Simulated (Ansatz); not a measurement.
ZnSnO3:
```
ZnSnO3
1.0
    2.65392     1.53224     4.67482
   -2.65392     1.53224     4.67482
    0.00000    -3.06449     4.67482
Zn Sn O
2 2 6
Direct
  0.36505   0.36505   0.36505
  0.63495   0.63495   0.63495
  0.14916   0.14916   0.14916
  0.85084   0.85084   0.85084
  0.04963   0.44638   0.75761
  0.95037   0.55362   0.24239
  0.75761   0.04963   0.44638
  0.24239   0.95037   0.55362
  0.44638   0.75761   0.04963
  0.55362   0.24239   0.95037
```

Relaxed with PBEsol. Special points in fractions of this cell's reciprocal vectors: Γ (0.000, 0.000, 0.000); T (0.500, 0.500, 0.500); H2 (0.762, 0.238, 0.500); H0 (0.500, -0.238, 0.238); L (0.500, 0.000, 0.000); S0 (0.369, -0.369, 0.000); S2 (0.631, 0.000, 0.369); F (0.500, 0.000, 0.500).

Question: List the band energies nearest the valence-band maximum at these points for PBEsol in the plane-wave PAW code Ansatz.

Answer: In eV from the valence-band maximum; about four levels below and three above (degenerate sets whole), none deeper than 8.9 eV; points with the same levels are listed once.

```csv
k,below,above
Γ,-0.43 -0.43 -0.08 -0.08,1.44 5.34 6.22
T,-0.46 -0.46 -0.24 -0.24,4.08 4.83 6.40
H2,-0.74 -0.52 -0.22 -0.20,4.97 5.35 6.31
L,-0.84 -0.83 -0.27 -0.08,4.68 4.96 6.07
S0,-0.74 -0.44 -0.26 -0.12,4.89 5.24 6.16
F,-0.77 -0.40 -0.18 -0.16,4.97 5.26 6.99
```

Space group R-3. The workflow started from a Materials Project entry (that database holds measured and hypothetical structures alike); the Crystallography Open Database copy checked does not list it. Whether it is the stable phase at ambient conditions was not checked. The cell was relaxed with PBEsol under the symmetry of its start; whether a distortion lowers the energy is not shown. Spin–orbit coupling is left out wherever it is not named.

Potentials: the later of the program's two PAW sets.
